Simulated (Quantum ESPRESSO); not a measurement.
NbHf3O7N, one run as intended and one with a planted mistake

Computed values, not a measurement. The program is pw.x of Quantum ESPRESSO 7.5 (plane-wave density functional theory). The cell is made up: 12 atoms on a rutile lattice, with randomly drawn elements, strain and displacements, not relaxed. PseudoDojo standard norm-conserving files (v0.5 for PBE, v0.4.1 for LDA and PBEsol) set the functional; there is no spin polarisation, spin-orbit coupling or dispersion term, and the masses in the input are unused placeholders.

The hafnium pseudopotential is less sure than the others, with forces about 3 percent (worst 6) and pressure in oxides about 1.5 GPa (worst 2.7) from a second method in checks, which no rerun with the same files tests.

Intended input:

```
&control calculation='scf', pseudo_dir='./dojo.nc.sr.pbe.v0_5.standard.upf', outdir='./o', disk_io='low', tprnfor=.true., tstress=.true. /
&system ibrav=0, nat=12, ntyp=4, nbnd=54, ecutwfc=84.00895049, nosym=.true., tot_charge=0,
 occupations='smearing', smearing='fd', degauss=0.0018374661
/
&electrons conv_thr=7.350e-09, electron_maxstep=60, /
ATOMIC_SPECIES
Hf 1.0 Hf.upf
N 1.0 N.upf
Nb 1.0 Nb.upf
O 1.0 O.upf
CELL_PARAMETERS angstrom
4.9121 -0.0128 0.0631
-0.0128 4.8709 -0.0119
0.0834 -0.0157 6.5953
ATOMIC_POSITIONS angstrom
Nb 0.0369 0.0236 -0.0028
Hf 2.4368 2.392 1.6915
Hf -0.0801 -0.1337 3.2388
Hf 2.5604 2.3383 5.1212
O 1.4777 1.5127 0.1036
O 3.49 3.3348 0.0554
O 3.9919 0.9659 1.6942
O 1.0654 3.9426 1.6266
O 1.4332 1.5552 3.4404
N 3.378 3.3571 3.2737
O 4.1226 0.8985 4.9428
O 1.1467 3.8493 4.8739
K_POINTS automatic
5 5 4 1 1 1
```

The log is shortened where brackets say so; the opening notice, blank lines, dates and the lines on written files are dropped, and the path of the files is cut. It prints rydbergs, bohrs and kilobars, and counts compression as positive stress. Where no state is partly filled, the Fermi energy that it prints is only some level between the filled and the empty states on the mesh, and need not lie in the true gap.

Log of the intended run:

```
     Program PWSCF v.7.5
     Parallel version (MPI & OpenMP), running on       4 processor cores
     Number of MPI processes:                 4
     Threads/MPI process:                     1
     [start-up lines left out]
     bravais-lattice index     =            0
     lattice parameter (alat)  =       9.2833  a.u.
     unit-cell volume          =    1064.7106 (a.u.)^3
     number of atoms/cell      =           12
     number of atomic types    =            4
     number of electrons       =        96.00
     number of Kohn-Sham states=           54
     kinetic-energy cutoff     =      84.0090  Ry
     charge density cutoff     =     336.0358  Ry
     scf convergence threshold =      7.3E-09
     mixing beta               =       0.7000
     number of iterations used =            8  plain     mixing
     Exchange-correlation= PBE
                           (   1   4   3   4   0   0   0)
     [axes and pseudopotential details left out]
   Cartesian axes
     site n.     atom                  positions (alat units)
         1        Nb     tau(   1) = (   0.0075114   0.0048040  -0.0005700  )
         2        Hf     tau(   2) = (   0.4960385   0.4869189   0.3443242  )
         3        Hf     tau(   3) = (  -0.0163053  -0.0272162   0.6592948  )
         4        Hf     tau(   4) = (   0.5211987   0.4759877   1.0424788  )
         5        O      tau(   5) = (   0.3008027   0.3079274   0.0210890  )
         6        O      tau(   6) = (   0.7104294   0.6788367   0.0112773  )
         7        O      tau(   7) = (   0.8125969   0.1966200   0.3448738  )
         8        O      tau(   8) = (   0.2168743   0.8025613   0.3311130  )
         9        O      tau(   9) = (   0.2917442   0.3165787   0.7003327  )
        10        N      tau(  10) = (   0.6876305   0.6833761   0.6663991  )
        11        O      tau(  11) = (   0.8392024   0.1828999   1.0061634  )
        12        O      tau(  12) = (   0.2334239   0.7835690   0.9921381  )
     number of k points=    50  Fermi-Dirac smearing, width (Ry)=  0.0018
                       cart. coord. in units 2pi/alat
        k(    1) = (   0.0990896   0.1013399   0.0920947), wk =   0.0400000
        k(    2) = (   0.0966983   0.1017886   0.2783390), wk =   0.0400000
     [further k points left out]
     Dense  grid:   110685 G-vectors     FFT dimensions: (  60,  54,  75)
     Estimated max dynamical RAM per process >     338.00 MB
     Estimated total dynamical RAM >       1.24 GB
     Initial potential from superposition of free atoms
     starting charge      95.9921, renormalised to      96.0000
     Starting wfcs are   72 randomized atomic wfcs
     total cpu time spent up to now is        7.6 secs
     per-process dynamical memory:   267.0 Mb
     Self-consistent Calculation
     iteration #  1     ecut=    84.01 Ry     beta= 0.70
     Davidson diagonalization with overlap
     ethr =  1.00E-02,  avg # of iterations =  2.0
     total cpu time spent up to now is       20.9 secs
     total energy              =    -713.13908542 Ry
     estimated scf accuracy    <       6.58935599 Ry
     iteration #  2     ecut=    84.01 Ry     beta= 0.70
     Davidson diagonalization with overlap
     ethr =  6.86E-03,  avg # of iterations =  6.9
     total cpu time spent up to now is       39.9 secs
     total energy              =    -708.65051609 Ry
     estimated scf accuracy    <      54.57321788 Ry
     [iterations 3 to 16 left out]
     iteration # 17     ecut=    84.01 Ry     beta= 0.70
     Davidson diagonalization with overlap
     ethr =  7.63E-11,  avg # of iterations =  4.3
     total cpu time spent up to now is      331.8 secs
     total energy              =    -716.63134063 Ry
     estimated scf accuracy    <       0.00000002 Ry
     iteration # 18     ecut=    84.01 Ry     beta= 0.70
     Davidson diagonalization with overlap
     ethr =  1.70E-11,  avg # of iterations =  4.6
     total cpu time spent up to now is      349.9 secs
     End of self-consistent calculation
     [lines on levels left out]
     the Fermi energy is    10.1035 ev
!    total energy              =    -716.63134064 Ry
     estimated scf accuracy    <          6.8E-09 Ry
     smearing contrib. (-TS)   =      -0.00000111 Ry
     internal energy E=F+TS    =    -716.63133953 Ry
     The total energy is F=E-TS. E is the sum of the following terms:
     one-electron contribution =    -183.50987642 Ry
     hartree contribution      =     138.58368823 Ry
     xc contribution           =    -176.04772594 Ry
     ewald contribution        =    -495.65742540 Ry
     convergence has been achieved in  18 iterations
     Forces acting on atoms (cartesian axes, Ry/au):
     atom    1 type  3   force =     0.00336336   -0.02375861   -0.01702084
     atom    2 type  1   force =     0.01786611    0.02526189    0.18429673
     atom    3 type  1   force =     0.04642329   -0.00347152    0.02160709
     atom    4 type  1   force =    -0.00962801    0.03726794   -0.19709231
     atom    5 type  4   force =    -0.05611991   -0.06898834   -0.03311211
     atom    6 type  4   force =     0.03588951    0.04591605    0.00221862
     atom    7 type  4   force =     0.04072950   -0.05916656   -0.08270613
     atom    8 type  4   force =    -0.06073856    0.04735703   -0.08477196
     atom    9 type  4   force =     0.02981499   -0.02148751   -0.03035071
     atom   10 type  2   force =     0.01430410   -0.01399694    0.02468096
     atom   11 type  4   force =     0.00395475   -0.02539027    0.11304944
     atom   12 type  4   force =    -0.06585913    0.06045685    0.09920122
     Total force =     0.388367     Total SCF correction =     0.000143
     Computing stress (Cartesian axis) and pressure
          total   stress  (Ry/bohr**3)                   (kbar)     P=      -85.59
  -0.00039142  -0.00000058  -0.00013880          -57.58       -0.09      -20.42
  -0.00000058  -0.00033840   0.00011945           -0.09      -49.78       17.57
  -0.00013880   0.00011945  -0.00101577          -20.42       17.57     -149.43
     init_run     :      6.98s CPU      7.38s WALL (       1 calls)
     electrons    :    339.39s CPU    342.36s WALL (       1 calls)
     forces       :      3.05s CPU      3.10s WALL (       1 calls)
     stress       :     10.80s CPU     11.22s WALL (       1 calls)
     [timing details left out]
     PWSCF        :   6m 0.47s CPU   6m 4.47s WALL
     JOB DONE.
```

A second run has one planted mistake: the files are those of another functional. The input lines that differ, file-writing options aside:

```
- &control calculation='scf', pseudo_dir='./dojo.nc.sr.pbe.v0_5.standard.upf', outdir='./o', disk_io='low', tprnfor=.true., tstress=.true. /
+ &control calculation='scf', pseudo_dir='./dojo.nc.sr.lda.v0_4_1.standard.upf', outdir='./o', disk_io='low', tprnfor=.true., tstress=.true. /
```

Its log:

```
     Program PWSCF v.7.5
     Parallel version (MPI & OpenMP), running on       4 processor cores
     Number of MPI processes:                 4
     Threads/MPI process:                     1
     [start-up lines left out]
     bravais-lattice index     =            0
     lattice parameter (alat)  =       9.2833  a.u.
     unit-cell volume          =    1064.7106 (a.u.)^3
     number of atoms/cell      =           12
     number of atomic types    =            4
     number of electrons       =        96.00
     number of Kohn-Sham states=           54
     kinetic-energy cutoff     =      84.0090  Ry
     charge density cutoff     =     336.0358  Ry
     scf convergence threshold =      7.3E-09
     mixing beta               =       0.7000
     number of iterations used =            8  plain     mixing
     Exchange-correlation= SLA  PW   NOGX NOGC
                           (   1   4   0   0   0   0   0)
     [axes and pseudopotential details left out]
   Cartesian axes
     site n.     atom                  positions (alat units)
         1        Nb     tau(   1) = (   0.0075114   0.0048040  -0.0005700  )
         2        Hf     tau(   2) = (   0.4960385   0.4869189   0.3443242  )
         3        Hf     tau(   3) = (  -0.0163053  -0.0272162   0.6592948  )
         4        Hf     tau(   4) = (   0.5211987   0.4759877   1.0424788  )
         5        O      tau(   5) = (   0.3008027   0.3079274   0.0210890  )
         6        O      tau(   6) = (   0.7104294   0.6788367   0.0112773  )
         7        O      tau(   7) = (   0.8125969   0.1966200   0.3448738  )
         8        O      tau(   8) = (   0.2168743   0.8025613   0.3311130  )
         9        O      tau(   9) = (   0.2917442   0.3165787   0.7003327  )
        10        N      tau(  10) = (   0.6876305   0.6833761   0.6663991  )
        11        O      tau(  11) = (   0.8392024   0.1828999   1.0061634  )
        12        O      tau(  12) = (   0.2334239   0.7835690   0.9921381  )
     number of k points=    50  Fermi-Dirac smearing, width (Ry)=  0.0018
                       cart. coord. in units 2pi/alat
        k(    1) = (   0.0990896   0.1013399   0.0920947), wk =   0.0400000
        k(    2) = (   0.0966983   0.1017886   0.2783390), wk =   0.0400000
     [further k points left out]
     Dense  grid:   110685 G-vectors     FFT dimensions: (  60,  54,  75)
     Estimated max dynamical RAM per process >     338.00 MB
     Estimated total dynamical RAM >       1.24 GB
     Initial potential from superposition of free atoms
     starting charge      95.9937, renormalised to      96.0000
     Starting wfcs are   72 randomized atomic wfcs
     total cpu time spent up to now is        7.0 secs
     per-process dynamical memory:   267.0 Mb
     Self-consistent Calculation
     iteration #  1     ecut=    84.01 Ry     beta= 0.70
     Davidson diagonalization with overlap
     ethr =  1.00E-02,  avg # of iterations =  2.0
     total cpu time spent up to now is       18.5 secs
     total energy              =    -713.15851139 Ry
     estimated scf accuracy    <       6.35260858 Ry
     iteration #  2     ecut=    84.01 Ry     beta= 0.70
     Davidson diagonalization with overlap
     ethr =  6.62E-03,  avg # of iterations =  7.0
     total cpu time spent up to now is       36.8 secs
     total energy              =    -708.83647811 Ry
     estimated scf accuracy    <      53.73007161 Ry
     [iterations 3 to 16 left out]
     iteration # 17     ecut=    84.01 Ry     beta= 0.70
     Davidson diagonalization with overlap
     ethr =  1.53E-10,  avg # of iterations =  3.9
     total cpu time spent up to now is      258.2 secs
     total energy              =    -716.59526054 Ry
     estimated scf accuracy    <       0.00000005 Ry
     iteration # 18     ecut=    84.01 Ry     beta= 0.70
     Davidson diagonalization with overlap
     ethr =  4.92E-11,  avg # of iterations =  4.3
     total cpu time spent up to now is      272.1 secs
     End of self-consistent calculation
     [lines on levels left out]
     the Fermi energy is     9.6652 ev
!    total energy              =    -716.59526055 Ry
     estimated scf accuracy    <          2.2E-09 Ry
     smearing contrib. (-TS)   =      -0.00000173 Ry
     internal energy E=F+TS    =    -716.59525882 Ry
     The total energy is F=E-TS. E is the sum of the following terms:
     one-electron contribution =    -184.58706739 Ry
     hartree contribution      =     137.66462203 Ry
     xc contribution           =    -174.01538806 Ry
     ewald contribution        =    -495.65742540 Ry
     convergence has been achieved in  18 iterations
     Forces acting on atoms (cartesian axes, Ry/au):
     atom    1 type  3   force =     0.00327009   -0.02142020   -0.01444560
     atom    2 type  1   force =     0.01668309    0.02696905    0.17654961
     atom    3 type  1   force =     0.04499951    0.00141360    0.02068983
     atom    4 type  1   force =    -0.01462120    0.03862490   -0.18758532
     atom    5 type  4   force =    -0.04434582   -0.05892917   -0.03322610
     atom    6 type  4   force =     0.02509751    0.03678155    0.00077196
     atom    7 type  4   force =     0.03979838   -0.06105392   -0.07706923
     atom    8 type  4   force =    -0.06194747    0.04322975   -0.07780374
     atom    9 type  4   force =     0.03616145   -0.01735854   -0.03020711
     atom   10 type  2   force =     0.01414522   -0.01465962    0.02166381
     atom   11 type  4   force =     0.00448845   -0.02834247    0.10527359
     atom   12 type  4   force =    -0.06372922    0.05474509    0.09538829
     Total force =     0.367708     Total SCF correction =     0.000127
     Computing stress (Cartesian axis) and pressure
          total   stress  (Ry/bohr**3)                   (kbar)     P=     -208.20
  -0.00117777   0.00002364  -0.00014852         -173.26        3.48      -21.85
   0.00002364  -0.00111213   0.00010475            3.48     -163.60       15.41
  -0.00014852   0.00010475  -0.00195604          -21.85       15.41     -287.74
     init_run     :      6.23s CPU      6.60s WALL (       1 calls)
     electrons    :    263.49s CPU    265.13s WALL (       1 calls)
     forces       :      2.86s CPU      2.94s WALL (       1 calls)
     stress       :      9.36s CPU      9.76s WALL (       1 calls)
     [timing details left out]
     PWSCF        :   4m42.40s CPU   4m44.99s WALL
     JOB DONE.
```

```
                                            intended run  run with the mistake
                          free energy (eV)     -9750.266             -9749.775
                    smearing term -TS (eV)        0.0000                0.0000
                            pressure (GPa)         -8.56                -20.82
            largest force component (eV/Å)         5.067                 4.823
largest change of a force component (eV/Å)                               0.303
                                iterations            18                    18
```

For scale, a rerun of the intended cell at 1467 eV and a 7 x 7 x 6 mesh moved values by no more than 0.004 eV in energy, 0.03 GPa in stress and 0.003 eV/Å in force. Files of another functional have another zero of energy, so the energy change says nothing on stability.